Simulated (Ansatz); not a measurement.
BP:
```
BP
1.0
    3.19089     0.00000     0.00000
   -1.59545     2.76339     0.00000
    0.00000     0.00000     5.29561
B P
2 2
Direct
  0.66667   0.33333   0.50042
  0.33333   0.66667   0.00042
  0.66667   0.33333   0.87458
  0.33333   0.66667   0.37458
```

Relaxed with r²SCAN.

Task: Map the electron localisation function on the plane through (0.667, 0.333, 0.500) spanned by u = [0, 0, 1] and v = [1, -1, 0] in lattice vectors, from the program Ansatz at the r²SCAN level (PAW).

Result: x is the fraction of u, y of v (the angle between them is 90°; rows are the nearest grid lines); atoms in the plane: B at (0.00, 0.00), B at (0.50, 0.67), P at (0.37, 0.00), P at (0.87, 0.67).
```
|003899981000035420001343100|
|004899981000255420001344200|
|325799973125777520002467653|
|986556677899998642235789999|
|986433457999998654556799999|
|986311246899987667777789999|
|875210125787644578997434788|
|454200013431000389998100004|
|454200013431000389998100014|
|654200013453101489997200036|
|664100013565433478887422466|
|653100013456554456776555676|
|321000001233332222223345543|
|110000000112211100011122221|
|000000000000000000000001100|
|000000000000000000000000000|
|000000000000000000000000000|
|110000011122110000000011111|
|221111223344432100000122332|
|433334444566653200001234554|
|544566665567765310001245655|
|114799972002466410001355421|
|003899981000145420001344200|
|003899981000035420001343100|
```
Scale: ten equal steps from -0.001 (start of '0') to 0.955 (end of '9'), in the order '0123456789'; x runs from 0.000 to 1.00, y from 0.000 (bottom) to 1.00 (top).

The density is the valence pseudo-density with augmentation charge, so density and ELF within about 1 Å of a nucleus are not all-electron values.

Space group P6_3mc (wurtzite). The workflow started from a Materials Project entry (that database holds measured and hypothetical structures alike); the Crystallography Open Database copy checked does not list it. It is not the phase usual at ambient conditions (space group No. 216). The r²SCAN relaxation kept the symmetry of its start; its stability against distortions is not shown here.

Potentials: the later of the program's two PAW sets.
